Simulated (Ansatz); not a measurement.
# Cd started on a Sr site and an O vacancy, 4.77 Å apart on the ideal sites in cubic perovskite SrTiO3, 39 atoms, charge −1

All numbers come from Ansatz (PAW, plane waves, no spin–orbit coupling) at the single k point (¼, ¼, ¼) without its symmetry partners. The atoms were relaxed with PBEsol in a fixed cell; other functionals are single points on those atoms unless said otherwise. The valence top and gap of the host come from its small cell on a dense mesh, with the band extrema sought between the mesh points, lined up by the mean potential, PBEsol gap 1.85 eV, r²SCAN gap 2.29 eV. The charge correction uses an assumed dielectric constant of 300.

Cell: a = 7.783 Å, b = 7.783 Å, c = 7.783 Å, α = 90.00°, β = 90.00°, γ = 90.00°.

Nearest atoms after relaxation, from the placed atom (for vacancies from the middle of the vacant sites): O at 2.70 Å, O at 2.77 Å, O at 2.78 Å, O at 2.81 Å, O at 2.85 Å, O at 2.89 Å, O at 2.91 Å, O at 2.91 Å.

Chemical potentials μ are those of reference phases of the elements at zero temperature by the same functional (the usual solids, diamond for C, grey Sn, and the molecules H2, N2, O2, F2, Cl2, Br2 and S8).

```tsv
functional	E(defect) − E(host) − Σ nμ + q·E_VBM (eV)	monopole (eV)	alignment (eV)	formation energy at E_F = VBM (eV)	moment (μB)	wall time, shared host
PBEsol	13.23	0.01	0.04	13.28	1.0	36 s on NVIDIA H100 (relaxation)
```

Problem. Estimate the formation energy and moment that r²SCAN gives on these atoms.

Solution. 14.35 eV at E_F = VBM (14.30 eV before the monopole term 0.01 eV and the alignment 0.04 eV), moment 1.0 μB.

Problem. How does the monopole term follow by hand for this cubic cell?

Solution. q²·α·e²/(4πε₀)/(2εL) with the Madelung constant α = 2.837 and e²/4πε₀ = 14.40 eV·Å: 1 × 2.837 × 14.40 / (2 × 300 × 7.783) = 0.01 eV.

r²SCAN one-electron levels near the gap (the ten most localised at most), from the host's valence top, not corrected for the charge's images:

| level (eV) | spin | filling | atoms sharing it | element of the atom with most weight |
| --- | --- | --- | --- | --- |
| 1.98 | up | 1.00 | 6.0 | Cd |
| 1.99 | down | 1.00 | 5.8 | Cd |

The charge sits partly or wholly in a band of the host, at the cell's one k point and not at the band edge, so the formation energy is too high and the charge correction doesn't apply as it stands.

All elements are taken at their own reference at once; growth conditions in equilibrium with the host shift these energies, by up to the host's formation enthalpy.

The ideal cubic host may itself distort, and that gain is in these energies.

One k point and a cell of this size can leave errors of several tenths of an eV in such numbers.
